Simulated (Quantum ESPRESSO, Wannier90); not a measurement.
CdHgSe₂ (R3m), plane waves to Wannier functions

```xyz
4
Lattice="-2.1813 3.7781 0.0000 -4.3626 0.0000 0.0000 -2.1813 1.2594 7.1166" Properties=species:S:1:pos:R:3 pbc="T T T"
Cd    -2.1813     1.2594    -3.5513
Hg     0.0000     0.0000    -0.0031
Se     0.0000     0.0000    -2.6858
Se     2.1813    -1.2594     0.9024
```

Cell from Materials Project (mp-1226733), symmetrised, no further relaxation. Not found in the COD (Crystallography Open Database) copy used; not checked further. Method: LDA plane waves in Quantum ESPRESSO 7.5 (PseudoDojo norm-conserving files, 82 Ry, no spin polarisation, no spin-orbit coupling), Bloch states on a 6×6×6 mesh through Γ, Wannier90 4.0.1. Density: 8×8×8 mesh, Gaussian smearing 0.01 Ry. Spin-orbit coupling is left out although heavy elements are present.

A tight-binding model is made by disentanglement and projection with no localisation steps (num_iter = 0), so the 16 orbitals stay atom-like: hydrogen-like Cd: s;p; Hg: s;p; Se: s;p, axes along x, y, z; frozen window up to 1.50 eV relative to the Fermi level. It follows pw.x to 3.8 meV rms for states up to 1.0 eV relative to the Fermi level. Matrix elements depend on this choice of orbitals and windows. Bands 21–25 (Cd 4d 95 %), 26–30 (Hg 5d 91 %, Se 4p 6 %) lie between the kept ones and are excluded.

Task: What are the on-site energies relative to the Fermi level, and how fast do the hoppings decay?

Result: 
```tsv
atom	orbitals	energy (eV)
Cd1	s	0.11
Cd1	pz	5.30
Cd1	px py	5.27
Hg2	s	-1.49
Hg2	pz	5.33
Hg2	px py	5.35
Se3	s	-11.41
Se3	pz	0.14
Se3	px py	0.04
Se4	s	-11.47
Se4	pz	0.13
Se4	px py	0.24
```

```tsv
distance of the centres (Å)	largest modulus (eV)
2–3	2.5
4–5	0.49
5–6	0.070
6–7	0.060
7–8	0.028
8–9	0.016
9–10	0.011
10–11	0.012
```
